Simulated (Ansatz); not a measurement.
**Cu: tetragonal deformation path**

The calculation used Ansatz 0.2.0, DFT r2SCAN, scalar-relativistic, plane waves, PAW. The runs took a 500 eV cutoff, a Γ-centred 24×24×24 mesh and Gaussian smearing (0.15 eV). No spin polarisation. Energies are free energies at this smearing, counted from the undisturbed cell; pressure is positive in compression.

The starting cell (as given, not relaxed at this level; it stands at -4.8 GPa):

```yaml
crystal:
  lattice:
    - [0.00000, 1.80750, 1.80750]
    - [1.80750, 0.00000, 1.80750]
    - [1.80750, 1.80750, 0.00000]
  atoms:
    - { symbol: Cu, position: [0.00000, 0.00000, 0.00000] }
```

At fixed volume and fractional coordinates, lengths along (0.000, 0.000, 1.000) are scaled against those across it; ρ is that ratio over its starting value. The cell is metallic on the mesh throughout. At ρ = 0.707 the cell becomes cubic (Im-3m), and there the slope of the energy vanishes by symmetry.

```tsv
ρ	ΔE (meV/atom)
0.650	36.2
0.707	36.0
0.780	32.0
0.850	20.6
0.920	7.8
0.960	2.2
1.000	0.0
1.050	3.7
1.100	15.8
1.200	66.3
1.300	157.4
1.414	310.1
1.500	457.6
```

Q: Predict the pressure (GPa) at each point.

A:
```tsv
ρ	pressure (GPa)
0.650	-4.1
0.707	-4.3
0.780	-4.3
0.850	-4.4
0.920	-4.6
0.960	-4.7
1.000	-4.8
1.050	-4.7
1.100	-4.4
1.200	-2.8
1.300	0.4
1.414	6.1
1.500	11.7
```